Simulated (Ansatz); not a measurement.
A comparison from first-principles data. At an interface, oxygen moves towards the element that binds it most strongly. Formation energy per oxygen atom ranks the binary oxides, and the reference for it cancels in every difference.

The yardstick is β-Ga2O3. Reaction per O atom: the row's oxide plus the reference's other element gives the reference oxide plus the row's element.

Computed with Ansatz, a plane-wave PAW program. ΔH_f: r²SCAN, 0 K, against the elements in the same set-up, no fitted corrections; the partner's electronegativity: pymatgen's element table.

Runs started from generated or typed cells of the structure named: sapphire; β-Ga2O3; HfO2. No claim is made that these are known or stable phases: In2O3 (corundum). Over 15 meV/atom above the lowest phase of their formula at hand: HfO2 (48 meV/atom, r²SCAN). Known as high-temperature phases, here as static cells: HfO2. Spin–orbit coupling is left out unless named. ΔH_f counts from the lowest computed solid of each element, oxygen or nitrogen as a molecular crystal: Al (Fm-3m), Ga (Cmce), Hf (P6_3/mmc), In (I4/mmm), O (C2/m, antiferromagnetic).

```csv
crystal,ΔH_f (eV/atom),atoms per O,electronegativity of the partner (Pauling)
sapphire (α-Al2O3),−3.285,1.667,1.61
"β-Ga2O3, reference",−2.063,1.667,1.81
HfO2 (P4₂/nmc),−3.727,1.500,1.30
In2O3 (corundum),−1.805,1.667,1.78
```

The figures follow from the printed values by these rules: energy per O = ΔH_f × atoms per O; reaction energy = reference − row (positive: the row is not reduced).

Question: Compute energy per O and reaction energy for sapphire, showing the steps.

Answer: 
energy per O: −3.285 × 1.667 = −5.476 eV; reaction energy: (−3.439) − (−5.476) = 2.04 eV.

Question: Which order results for reaction energy (most stable first)?

Answer: The same steps for every row:

```csv
crystal,energy per O (eV),reaction energy (eV)
sapphire (α-Al2O3),−5.476,2.04
"β-Ga2O3, reference",−3.439,0.00
HfO2 (P4₂/nmc),−5.591,2.15
In2O3 (corundum),−3.009,−0.43
```

By reaction energy (most stable first): HfO2 (2.15 ± 0.065), sapphire (2.04 ± 0.071), β-Ga2O3 (0.00 ± 0.071), In2O3 (corundum) (−0.43 ± 0.071). The ± follows from allowances picked for this note (ΔH_f 0.04 eV/atom, 0.025 eV on the figure itself), carried to first order and added in quadrature, each row's own inputs moving alone; ≈ joins neighbours closer than their two ± added in quadrature. 2 of the 3 others clearly beat the reference on this figure.

Not reduced by the reference's element: sapphire, HfO2 (the elements of such rows can in turn scavenge oxygen from β-Ga2O3). Reduced: In2O3 (corundum).

Lower oxides of the row's element, ternary and intermetallic products and entropy are ignored and can undo a positive result. Uncorrected formation energies carry the functional's error for the molecule, which cancels in the reaction energy. Phases over 50 meV/atom above the lowest one at hand were not drawn (by r²SCAN where it compared them, else by the largest value; a layered or molecular lowest phase counts only with a dispersion term); other phases could lie lower still. The rows are a sample and no shortlist: familiar crystals first, some related and some not, whatever their agreement with measurement; tables with many equal figures were not kept. Limits of the draw: ΔH_f under −0.1 eV/atom; for ΔH_f, runs without a dispersion term, no Mn, and elements whose lowest cell is their usual one. As a rule kept out of such tables: 4f compounds, open-shell compounds run without a Hubbard term, cells found unstable in the tests at hand, cells close to a higher symmetry, and runs set to a pressure or over 12 % in volume from the crystal's fullest run.
